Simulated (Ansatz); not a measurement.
**Field gradients at the nuclei in Co2Si at a changed volume**

The cell is a structure deposited in the COD, relaxed with PBE at fixed cell and then changed (volume scaled by 0.95).

```cif
data_Co2Si
_symmetry_space_group_name_H-M 'Pnma'
_symmetry_Int_Tables_number 62
_cell_length_a 4.8346
_cell_length_b 3.6746
_cell_length_c 6.9885
_cell_angle_alpha 90.000
_cell_angle_beta 90.000
_cell_angle_gamma 90.000
loop_
_atom_site_label
_atom_site_type_symbol
_atom_site_symmetry_multiplicity
_atom_site_Wyckoff_symbol
_atom_site_fract_x
_atom_site_fract_y
_atom_site_fract_z
Co1 Co 4 c 0.9647 0.7500 0.2166
Co5 Co 4 c 0.8267 0.7500 0.5643
Si Si 4 c 0.2954 0.7500 0.6064
```

One atom of each set is listed.

Level of theory: DFT, PBE, plane waves and PAW (field gradients read without the response of the frozen cores, which leaves them typically 4 to 6 % off), scalar-relativistic, collinear spin, 420 eV cutoff, Γ-centred 7×9×5 k-points, Fermi–Dirac smearing 0.05 eV (Ansatz 0.2.0). Start moments as typed (μB): 3 on each Co, none on the rest.

Conventions: |V_zz| ≥ |V_yy| ≥ |V_xx|, η = (V_xx − V_yy)/V_zz, C_Q = eQV_zz/h.

59Co: I = 7/2, Q = 420.0 mb. Q values from Pyykkö, Mol. Phys. 116, 1328 (2018).

Q: What field gradients does the calculation give at each kind of site?

A: 

```tsv
site	atoms	first shell	V_zz (10²¹ V/m²)	η	C_Q (MHz)
Co1	4	5 Si at 2.31–2.55 Å, 8 Co at 2.46–2.63 Å	1.04	0.31	10.5
Co5	4	5 Si at 2.27–2.59 Å, 8 Co at 2.52–2.64 Å	1.58	0.49	16.0
Si	4	10 Co at 2.27–2.59 Å	3.01	0.19	–
```

Si has no stable isotope with a ground-state quadrupole moment in the table, so no C_Q is given.

The run finds no gap above 0.1 eV (a metal, or nearly one), so the gradients can move by 10 % or more with the k-mesh. At this changed cell the PBE pressure is 7 GPa. The run lost most of its start moments on Co; a state with other moments may lie lower. The magnetic order is the one that the run reached from its start moments, not necessarily the measured one (the real compound may not order at all).
